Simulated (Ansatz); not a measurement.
Q: Name crystals whose computed values (plane-wave PAW PBEsol (Ansatz code)) fall in these windows: electron conductivity mass (mₑ) 0.54 to 0.66; Θ_D (K) 280 to 370.

A: 

```tsv
crystal	electron conductivity mass (mₑ)	Θ_D (K)
SrSnS3, Pnma (Pearson symbol oP20)	0.59	309
SiBi2O5, Cmc2_1 (Pearson symbol oS32)	0.55	345
NaF, P6_3/mmc (Na on 2d, F on 2c)	0.61	327
```
Others may fit too.

Typed or built starts, not in the databases checked: NaF, P6_3/mmc (Na on 2d, F on 2c). Not the usual ambient phase: NaF, P6_3/mmc (Na on 2d, F on 2c). Standing as an ambient phase not checked: SrSnS3, Pnma (Pearson symbol oP20); SiBi2O5, Cmc2_1 (Pearson symbol oS32). All cells were relaxed under the symmetry of their starts (and spin orders); stability against distortions was not tested throughout. Scalar-relativistic: spin–orbit coupling is off unless named, which matters more the heavier the elements.

Potentials: the later of the program's two PAW sets.
